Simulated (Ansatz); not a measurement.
Rb$_{3}$AsF$_{6}$:
```xyz
10
Lattice="0.0000 4.6582 4.6582 4.6582 0.0000 4.6582 4.6582 4.6582 0.0000" Properties=species:S:1:pos:R:3 pbc="T T T"
Rb     6.9873     6.9873     6.9873
Rb     2.3291     2.3291     2.3291
Rb     4.6582     4.6582     4.6582
As     0.0000     0.0000     0.0000
F      2.0473     4.6582     4.6582
F      7.2690     4.6582     4.6582
F      4.6582     2.0473     4.6582
F      4.6582     7.2690     4.6582
F      4.6582     4.6582     2.0473
F      4.6582     4.6582     7.2690
```

Relaxed with r²SCAN.

Question: Give the Bader charges and basin volumes of the independent atoms, DFT-r²SCAN in the program Ansatz with PAW potentials.

Answer: 

| atom | Bader charge (e) | Bader volume (Å³) |
|---|---|---|
| Rb1 | +0.93 | 29.9 |
| Rb3 | +0.89 | 23.4 |
| As4 | +2.03 | 10.7 |
| F5 | -0.79 | 18.0 |

Space group Fm-3m. The workflow started from a Materials Project entry (that database holds measured and hypothetical structures alike); the Crystallography Open Database copy checked does not list it. Its standing as an ambient phase is unchecked. Symmetry was held in the r²SCAN relaxation; its stability against distortions is not shown here.

Potentials: the later of the program's two PAW sets.
